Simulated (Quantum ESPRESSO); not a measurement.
pw.x input (Quantum ESPRESSO 7.5; PBEsol, PseudoDojo standard norm-conserving files, fully relativistic):

```
&CONTROL
  calculation = 'scf'
  pseudo_dir = './pseudo'
  outdir = './out'
  tprnfor = .true.
  tstress = .true.
/
&SYSTEM
  ibrav = 0
  nat = 3
  ntyp = 2
  ecutwfc = 74.0
  ecutrho = 296.0
  occupations = 'smearing'
  smearing = 'fd'
  degauss = 0.002
  nbnd = 31
  noncolin = .true.
  lspinorb = .true.
/
&ELECTRONS
  conv_thr = 3e-10
/
ATOMIC_SPECIES
S 32.0600 S.upf
W 183.8400 W.upf
CELL_PARAMETERS angstrom
  1.592435146000   0.919392860000   6.489800000000
 -1.592435146000   0.919392860000   6.489800000000
  0.000000000000  -1.838785720000   6.489800000000
ATOMIC_POSITIONS crystal
S   0.585887000000   0.585887000000   0.585887000000
S   0.746080000000   0.746080000000   0.746080000000
W   0.999330000000   0.999330000000   0.999330000000
K_POINTS automatic
10 10 10 0 0 0
```

End of the output:

```
     total energy              =    -196.21897989 Ry
     estimated scf accuracy    <       0.00000003 Ry
     total energy              =    -196.21897994 Ry
     estimated scf accuracy    <       0.00000004 Ry
     total energy              =    -196.21897993 Ry
     estimated scf accuracy    <       0.00000001 Ry
[...]
     the Fermi energy is    10.9823 ev
!    total energy              =    -196.21897994 Ry
     estimated scf accuracy    <          4.0E-11 Ry
     smearing contrib. (-TS)   =      -0.00000000 Ry
     internal energy E=F+TS    =    -196.21897994 Ry
     The total energy is F=E-TS. E is the sum of the following terms:
     one-electron contribution =     -99.71185134 Ry
     hartree contribution      =      59.27635679 Ry
     xc contribution           =     -45.68036034 Ry
     ewald contribution        =    -110.10312504 Ry
     convergence has been achieved in  12 iterations
     Forces acting on atoms (cartesian axes, Ry/au):
     atom    1 type  1   force =     0.00000000    0.00000000    0.00379828
     atom    2 type  1   force =     0.00000000    0.00000000   -0.00361411
     atom    3 type  2   force =     0.00000000    0.00000000   -0.00018416
     Total force =     0.005246     Total SCF correction =     0.000004
     Computing stress (Cartesian axis) and pressure
          total   stress  (Ry/bohr**3)                   (kbar)     P=      -27.68
  -0.00024340  -0.00000000   0.00000000          -35.81       -0.00        0.00
  -0.00000000  -0.00024340   0.00000000           -0.00      -35.81        0.00
  -0.00000000  -0.00000000  -0.00007761           -0.00       -0.00      -11.42
```
In a gapped system the printed Fermi energy is only some level inside the gap.

Geometry of the Materials Project entry, not relaxed at this level.
